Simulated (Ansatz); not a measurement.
Input and command of a plane-wave DFT calculation in Ansatz:

```yaml
crystal:
  lattice:
    - [5.6428615471, 0.0, 0.0]
    - [-2.8214307736, 4.8868614498, 0.0]
    - [0.0, 0.0, 3.4360393018]
  atoms:
    - { symbol: Li, position: [0.0, 0.0, 0.0] }
    - { symbol: Pb, position: [0.3333333333, 0.6666666667, 0.0] }
    - { symbol: Pb, position: [0.6666666667, 0.3333333333, 0.0] }
    - { symbol: O, position: [0.5, 0.0, 0.5] }
    - { symbol: O, position: [0.5, 0.5, 0.5] }
    - { symbol: O, position: [0.0, 0.5, 0.5] }
basis:
  ecutwfc: 420
kpoints:
  mp_grid: { grid: [6, 6, 6] }
hamiltonian:
  xc: pbe
scf:
  occupations: { method: gaussian, width: 0.1 }
  lower_state_search: "off"
output:
  forces: true
  stress: true
  eigenvalues: true
relax:
  adjacent_minimum: "off"
  f_tol: 0.04
  max_steps: 70
  cell: { stress_tol: 0.4 }
```

```bash
ansatz run input.yaml --threads 1 --pin off --max-ram 2560MiB --backend cpu --events-out ev --progress --plain --runs-dir out
```

Processor: Oxide Virtual Turin-like Processor (Zen 5), 1 thread, on a host shared with other jobs.

Task: How long does it run, and how much memory does it take?

Result: About 34 s on 1 thread of Oxide Virtual Turin-like Processor (Zen 5), with other jobs on the host, peak memory 0.47 GiB. It solves 31 bands at 28 k points (the mesh reduced by symmetry) with about 2231 plane waves (on the last cell), in 45 SCF iterations over 8 ionic steps.
